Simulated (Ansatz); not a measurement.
CuPd:
```
CuPd
1.0
    1.32822     0.76685     4.15635
   -1.32822     0.76685     4.15635
    0.00000    -1.53370     4.15635
Cu Pd
1 1
Direct
  0.00000   0.00000   0.00000
  0.50000   0.50000   0.50000
```

Relaxed with LDA. Special points in fractions of this cell's reciprocal vectors: Γ (0.000, 0.000, 0.000); T (0.500, 0.500, 0.500); H2 (0.811, 0.189, 0.500); H0 (0.500, -0.189, 0.189); L (0.500, 0.000, 0.000); S0 (0.345, -0.345, 0.000); S2 (0.655, 0.000, 0.345); F (0.500, 0.000, 0.500).

### Question
List the band energies nearest the Fermi level at these points for LDA in the plane-wave PAW code Ansatz.

### Answer
In eV from the Fermi level; about four levels below and three above (degenerate sets whole), none deeper than 8.9 eV; … stands for higher levels left out; points with the same levels are listed once.

| k | below | above |
|---|---|---|
| Γ | -1.64 -1.64 -0.44 -0.44 | 0.46 … |
| T | -1.80 -1.80 -1.11 -1.11 | … |
| H2 | -1.77 -1.68 -1.07 -0.56 | 4.13 5.25 … |
| L | -2.50 -2.04 -1.81 -1.27 | 0.17 1.62 3.33 |
| S0 | -1.81 -1.58 -1.13 -0.63 | 4.22 5.06 … |
| F | -0.95 -0.48 -0.22 -0.18 | 0.20 2.63 … |

Space group R-3m. The workflow started from a Materials Project entry (that database holds measured and hypothetical structures alike); the Crystallography Open Database copy checked does not list it. COD files the formula under space group No. 221. With Cu and Pd taken as one species the cell has the higher symmetry Fm-3m, so it may be an ordered model of a mixed-site phase. Its standing as an ambient phase is unchecked. The LDA relaxation kept the symmetry of its start; its stability against distortions is not shown here. The run is not spin-polarised. Spin–orbit coupling is left out wherever it is not named.

Potentials: the later of the program's two PAW sets.
